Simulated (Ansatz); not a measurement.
Profile along the Pd–O line in CaPd3O4 (space group Pm-3n)

CaPd3O4 (space group Pm-3n)

```yaml
crystal:
  lattice:
    - [5.72639, 0.00000, 0.00000]
    - [0.00000, 5.72639, 0.00000]
    - [0.00000, 0.00000, 5.72639]
  atoms:
    - { symbol: Ca, position: [0.50000, 0.50000, 0.50000] }
    - { symbol: Ca, position: [0.00000, 0.00000, 0.00000] }
    - { symbol: Pd, position: [0.00000, 0.50000, 0.25000] }
    - { symbol: Pd, position: [0.00000, 0.50000, 0.75000] }
    - { symbol: Pd, position: [0.25000, 0.00000, 0.50000] }
    - { symbol: Pd, position: [0.75000, 0.00000, 0.50000] }
    - { symbol: Pd, position: [0.50000, 0.25000, 0.00000] }
    - { symbol: Pd, position: [0.50000, 0.75000, 0.00000] }
    - { symbol: O, position: [0.25000, 0.25000, 0.25000] }
    - { symbol: O, position: [0.75000, 0.75000, 0.75000] }
    - { symbol: O, position: [0.25000, 0.75000, 0.75000] }
    - { symbol: O, position: [0.75000, 0.25000, 0.25000] }
    - { symbol: O, position: [0.75000, 0.75000, 0.25000] }
    - { symbol: O, position: [0.25000, 0.25000, 0.75000] }
    - { symbol: O, position: [0.75000, 0.25000, 0.75000] }
    - { symbol: O, position: [0.25000, 0.75000, 0.25000] }
```

Fields along a shortest Pd–O line of a {110} plane (2.02 Å), from Pd to O, interpolated on the slice's grid (step about 0.3 Å). These are PBEsol (plane waves to 420 eV, PAW, scalar-relativistic; Ansatz, a quantum-chemistry and plane-wave program) values and carry that method's errors. k mesh 7×7×7. Inside the PAW spheres the values are not all-electron values, and peaks at nuclei hang on which shells count as valence. At this level the bands of CaPd3O4 touch or barely overlap. CaPd3O4 is run without spin polarisation and with no Hubbard U. CaPd3O4 was relaxed with its symmetry unable to fall.

```tsv
distance from Pd (Å)	valence electron density (e/Å³)	electron localisation function
0.00	13.86	x
0.20	12.99	x
0.40	9.74	0.44
0.61	4.70	0.40
0.81	1.53	0.22
1.01	0.80	0.24
1.21	0.93	0.50
1.41	1.93	0.79
1.62	4.13	0.73
1.82	6.66	x
2.02	7.59	x
```

x: too close to a nucleus for the ELF to mean much.

Density on the Pd–O line (2.02 Å) at its density minimum, 1.1 Å from Pd: 0.77 e/Å³. ELF at that point: 0.3.
